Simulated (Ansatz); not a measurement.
# Ag: stiffness from a series of strains

```yaml
crystal:
  lattice:
    - [2.93000, 0.00000, 0.00000]
    - [-1.46500, 2.53745, 0.00000]
    - [0.00000, 0.00000, 4.79000]
  atoms:
    - { symbol: Ag, position: [0.33333, 0.66667, 0.25000] }
    - { symbol: Ag, position: [0.66667, 0.33333, 0.75000] }
```

Atom numbers follow the list: Ag1, Ag2.

The conventional cell has a = 2.930 Å, b = 2.930 Å, c = 4.790 Å, α = 90.00°, β = 90.00°, γ = 120.00°. Around Ag (atom 1) lie 12 Ag at 2.93 Å.

The cell comes from COD entry 1509145, which wasn't checked; take it as a given geometry.

Level of theory: DFT, LDA, all-electron LAPW, scalar-relativistic in Ansatz 0.2.0.

Numerical set-up: a Γ-centred 14×14×8 k mesh, Fermi–Dirac smearing of 0.05 eV, basis error target 0.25 meV/atom, no spin polarisation.

The strain is applied along the Cartesian axes of the cell as listed (the other components stay zero). Fractional coordinates are held (clamped ions).

σ is the change of stress from the unstrained cell, which is at -10.60 GPa; tension is positive, so slopes are stress–strain coefficients at that pressure. In a metal the k mesh adds noise.

Only quantities that a quadratic follows smoothly over the whole series are listed; rougher ones are left out.

```tsv
εxx = εyy	σzz (GPa)	σxx (GPa)
-0.0200	-2.30	-3.95
0.0000	0.00	0.00
0.0100	0.90	1.57
0.0200	1.70	2.88
```

Task: Fit the series and read off the stiffness at zero strain.

Result: Least-squares fits y = p0 + p1 x + p2 x² to the rows give σzz (GPa): p1 = 99.8, p2 = -730; σxx (GPa): p1 = 171, p2 = -1300. So C13 + C23 = 100 GPa and C11 + C12 = 171 GPa, for these axes.

Task: One run, at εxx = εyy = -0.0100, is withheld. Predict its row.

Result: The fits give -1.08, -1.84; the run gave -1.05, -1.83.
